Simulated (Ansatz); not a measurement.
Au (fcc (Cu type)), relaxed with PBEsol (Ansatz, a first-principles code, plane waves, PAW): a = b = c = 4.082 Å, α = β = γ = 90.00°.

Question: The same phase is relaxed and computed with PBE+D3(BJ) in the same code. What is the cell now?

Answer: a = b = c = 4.102 Å, α = β = γ = 90.00°.

All cells were relaxed under the symmetry of their starts (and spin orders); stability against distortions was not tested throughout. Scalar-relativistic: spin–orbit coupling is off unless named, which matters more the heavier the elements.

Potentials: the earlier of the program's two PAW sets. The files were generated under PBE; for other functionals the program regenerates the frozen cores, and for LDA and PBEsol the local potential too.

Ansatz is a plane-wave DFT program.
